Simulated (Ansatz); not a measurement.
Mn2B (I4/mcm): electronic heat capacity from the density of states

The calculation used DFT r2SCAN, scalar-relativistic, plane waves, PAW in Ansatz 0.2.0.

Cutoff 500 eV; k points 12×12×12 on the computed 6-atom cell (Γ-centred); Gaussian smearing, width 0.10 eV; collinear spin from starting moments 2.15 2.15 2.15 2.15 -0.2 -0.2 μB.

Relaxed cell: I4/mcm, a = 5.150 Å, b = 5.150 Å, c = 4.177 Å, α = 90.00°, β = 90.00°, γ = 90.00°, 6 atoms in the primitive cell. Whether it is the stable form of this composition wasn't checked.

The density of states at the Fermi level is 4.237 states/eV in the cell of 6 atoms (2 formula units; both spins, tetrahedra on a 18×18×18 mesh). The run ends with a moment of 7.57 μB a cell (largest on a site 1.95 μB), and the figure is for this state; a paramagnetic sample can have a quite different one. Another magnetic order, if the compound takes it, can change N(E_F) and the shape of the cell a good deal.

What Sommerfeld coefficient does this give?

Per formula unit N(E_F) = 2.118 states/eV. γ = (π²/3) k_B² N(E_F) N_A = 2.357 mJ/(mol K²) per state/eV, so γ = 5.0 mJ/(mol K²), a mole of formula units. This is the bare band result: a measured γ of the same phase and magnetic order is as a rule larger by a factor 1 + λ from phonons and spin fluctuations. N(E_F) at one energy is sensitive to the mesh where the density of states has sharp peaks.

The state reached may not be the lowest one. The run saw a state lower than the one given here. Only parallel moments were tried here.

Only this magnetic start was tried.

Cost: 1 run of about 6.9 core-minutes, on Arm Neoverse V1 (shared hosts).